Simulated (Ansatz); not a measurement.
CaHI:
```cif
data_H2Ca2I2
_chemical_formula_sum 'Ca2 H2 I2'
_space_group_name_H-M_alt 'P 1'
_space_group_IT_number 1
_cell_length_a 4.00420
_cell_length_b 4.00420
_cell_length_c 8.92481
_cell_angle_alpha 90.000
_cell_angle_beta 90.000
_cell_angle_gamma 90.000
loop_
_space_group_symop_operation_xyz
  'x, y, z'
loop_
_atom_site_label
_atom_site_type_symbol
_atom_site_fract_x
_atom_site_fract_y
_atom_site_fract_z
_atom_site_occupancy
Ca1 Ca 0.00000 0.50000 0.13605 1
Ca2 Ca 0.50000 0.00000 0.86395 1
H1 H 0.50000 0.50000 0.00000 1
H2 H 0.00000 0.00000 0.00000 1
I1 I 0.00000 0.50000 0.68682 1
I2 I 0.50000 0.00000 0.31318 1
```

This is the r²SCAN+D4-relaxed structure.

All from plane-wave PAW r²SCAN+D4 (Ansatz code), unless another level is named. Predict the hole effective mass with spin–orbit coupling.

0.29, 1.5, 1.5 mₑ (principal values).

And the formation energy from the elements (no fitted shifts)?

-1298 meV/atom.

Predict the valence-band maximum.

at Z.

Space group P4/nmm. The workflow started from a Materials Project entry (that database holds measured and hypothetical structures alike); the Crystallography Open Database files this formula in space group No. 129, but the cells were not matched. Whether it is the stable phase at ambient conditions was not checked. The cell was relaxed with r²SCAN+D4 under the symmetry of its start; its stability against distortions is not shown here. The references are the lowest solids computed at this level, not always the standard phases (solids in place of the gases). Spin–orbit coupling is left out wherever it is not named.

Potentials: the later of the program's two PAW sets.

Edges and masses are those of Kohn–Sham bands, whose gap is no quasiparticle gap.
